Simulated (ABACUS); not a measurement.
ABACUS run on P (Imma, 2 atoms in the cell; from Materials Project mp-7245, changed as shown): self-consistent single point.

Computed with PBEsol, PseudoDojo 0.4 standard norm-conserving PBEsol (tails mended) pseudopotentials (plane waves; ABACUS).

The change in words: volume scaled by 1.06. Reference geometry (Imma):
```yaml
crystal:
  lattice:
    - [-1.67223, 2.48649, 1.83775]
    - [1.67223, -2.48649, 1.83775]
    - [1.67223, 2.48649, -1.83775]
  atoms:
    - { symbol: P, position: [0.80331, 0.05331, 0.75000] }
    - { symbol: P, position: [0.19669, 0.94669, 0.25000] }
```

Reference input (self-consistent single point, DFT, PBEsol, plane waves, PseudoDojo 0.4 standard norm-conserving PBEsol (tails mended) pseudopotentials): KPT = Gamma 16 16 16 0 0 0; basis_type = pw; dft_functional = PBESOL; ecutwfc = 44 Ry; smearing_method = fd; smearing_sigma = 0.00734986 Ry; potentials = PseudoDojo 0.4 standard norm-conserving PBEsol (tails mended); symmetry = 1; symmetry_prec = 1e-05; ks_solver = dav; scf_nmax = 100; scf_thr = 1.0e-09 Ry. This run's input differs from it in these lines:

```diff
@@ -26,5 +26,5 @@
 LATTICE_VECTORS
-  -3.1600510482    4.6987888911    3.4728498547
-   3.1600510482   -4.6987888911    3.4728498547
-   3.1600510482    4.6987888911   -3.4728498547
+  -3.2220283959    4.7909470547    3.5409631431
+   3.2220283959   -4.7909470547    3.5409631431
+   3.2220283959    4.7909470547   -3.5409631431
 
@@ -36,4 +36,4 @@
 2
-   0.0000000000    3.7297380000    0.1959412249
-   1.6722270000   -1.2432460000    1.6418117751
+   0.0000000000    3.8028900000    0.1997842361
+   1.7050240000   -1.2676300000    1.6740127639
 # file: KPT
```

The program printed (abridged):

```
 SELF-CONSISTENT
 -------------------------------------------
                                 init_chg = atomic

 PW ALGORITHM --------------- ION=   1  ELEC=   1--------------------------------
 Notice: Threshold on eigenvalues was too large.

 Density error is 0.0164327387544
                          Error Threshold = 0.000165192586616
 E_KohnSham     -27.6865053166       -376.6942300132
 E_Fermi        0.7126361802         9.6959126522

 PW ALGORITHM --------------- ION=   1  ELEC=   2--------------------------------

 Density error is 0.000685619237635
                          Error Threshold = 0.000164327387544
   [... lines left out ...]

 Density error is 3.4528931507e-09
                          Error Threshold = 2.98122834888e-09
 E_KohnSham     -27.6867824313       -376.6980003515
 E_Fermi        0.7201669811         9.7983744545

 PW ALGORITHM --------------- ION=   1  ELEC=   6--------------------------------

 Density error is 4.37000590685e-11
                          Error Threshold = 3.4528931507e-11
 E_KohnSham     -27.6867824323       -376.6980003657
 E_KS(sigma->0) -27.6864797722       -376.6938824640
 E_entropy(-TS) -0.0006053202        -0.0082358033
 E_Fermi        0.7201729094         9.7984551136
 charge density convergence is achieved
 final etot is -376.69800037 eV
 EFERMI = 9.7984551136 eV

 STATE ENERGY(eV) AND OCCUPATIONS    NSPIN == 1
   [... 12 lines left out ...]

 TOTAL-FORCE (eV/Angstrom)
                        P1         0.0000000000         0.0000000000        -0.2464868364
                        P2         0.0000000000         0.0000000000         0.2464868364

 TOTAL-STRESS (KBAR)
       -26.5037312020         0.0000000000         0.0000000000
         0.0000000000       -38.0256551276         0.0000000000
        -0.0000000000        -0.0000000000       -27.2677473139
 TOTAL-PRESSURE: -30.599045 KBAR

 --------------------------------------------
 !FINAL_ETOT_IS -376.6980003656972258 eV
 --------------------------------------------
```

The run converged in 6 iterations. Against the reference run the free energy rises by 1.5 meV/atom, the pressure goes from 2.80 to -3.06 GPa and the largest force goes from 0.681 to 0.246 eV/Å.

The structure comes from a collection of computed structures, made at another level of theory; the collection holds predicted forms beside known ones. Its lattice was then scaled.

Cost on one core: roughly 3.0 core-minutes.

“Tails mended”: in these copies of the files the far tail of each local potential was reset to the Coulomb form.
